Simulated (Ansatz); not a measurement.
All numbers below come from Ansatz 0.2.0, DFT PBEsol, scalar-relativistic, plane waves, PAW.

Cutoff 420 eV; k points 16×16×16 on the computed 3-atom cell (Γ-centred); Gaussian smearing, width 0.10 eV; no spin polarisation.

Structure with the computed forces (eV/Å) in the last three columns:

```xyz
3
Lattice="-1.7301 1.7301 4.4669 1.7301 -1.7301 4.4669 1.7301 1.7301 -4.4669" Properties=species:S:1:pos:R:3:forces:R:3 pbc="T T T" pressure_GPa=15.44
Zr    0.0000    0.0000    0.0000    0.0000    0.0000    0.0000
Ag    0.0000    0.0000    5.7042    0.0000    0.0000    4.3460
Ag    0.0000    0.0000    3.2295    0.0000    0.0000   -4.3460
```

Stress tensor (GPa, compression positive):

```
15.39  0.00  0.00
 0.00 15.39  0.00
 0.00  0.00 15.53
```